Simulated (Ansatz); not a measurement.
Cu2Sb:
```cif
data_Cu4Sb2
_chemical_formula_sum 'Cu4 Sb2'
_space_group_name_H-M_alt 'P4/nmm :1'
_space_group_IT_number 129
_space_group_name_Hall 'P 4ab 2ab -1ab'
_cell_length_a 3.99936
_cell_length_b 3.99936
_cell_length_c 6.06057
_cell_angle_alpha 90.000
_cell_angle_beta 90.000
_cell_angle_gamma 90.000
loop_
_space_group_symop_operation_xyz
  'x, y, z'
  '-y+1/2, x+1/2, z'
  '-x, -y, z'
  'y+1/2, -x+1/2, z'
  'x+1/2, -y+1/2, -z'
  '-y, -x, -z'
  '-x+1/2, y+1/2, -z'
  'y, x, -z'
  '-x+1/2, -y+1/2, -z'
  'y, -x, -z'
  'x+1/2, y+1/2, -z'
  '-y, x, -z'
  '-x, y, z'
  'y+1/2, x+1/2, z'
  'x, -y, z'
  '-y+1/2, -x+1/2, z'
loop_
_atom_site_label
_atom_site_type_symbol
_atom_site_symmetry_multiplicity
_atom_site_Wyckoff_symbol
_atom_site_fract_x
_atom_site_fract_y
_atom_site_fract_z
_atom_site_occupancy
Cu1 Cu 2 a 0.00000 0.00000 0.00000 1
Cu2 Cu 2 c 0.50000 0.00000 0.26556 1
Sb1 Sb 2 c 0.00000 0.50000 0.29776 1
```

Relaxed with r²SCAN.

Task: Tabulate the valence density and the electron localisation function along the shortest Cu–Sb contact (2.65 Å), r²SCAN (plane waves, PAW; program Ansatz).

Result: 

```tsv
distance from Cu (Å)	density (e/Å³)	ELF
0.26	35.84	0.77
0.40	16.70	0.53
0.53	6.67	0.32
0.66	2.61	0.22
0.79	1.08	0.18
0.93	0.53	0.16
1.06	0.38	0.20
1.19	0.34	0.35
1.32	0.36	0.53
1.46	0.43	0.57
1.59	0.55	0.49
1.72	0.75	0.41
1.85	1.17	0.32
1.98	2.24	0.19
2.12	4.69	0.07
2.25	9.17	0.01
2.38	15.27	0.00
```

The density is the valence pseudo-density with augmentation charge, so density and ELF within about 1 Å of a nucleus are not all-electron values.

The first step of the workflow began from a Materials Project structure, measured or hypothetical; the Crystallography Open Database files this formula in space group No. 129, but the cells were not matched. Its standing as an ambient phase is unchecked. Symmetry was held in the r²SCAN relaxation; whether a distortion lowers the energy is not shown. The run is not spin-polarised. Scalar-relativistic: spin–orbit coupling is off unless named, which matters more the heavier the elements.

Potentials: the later of the program's two PAW sets.
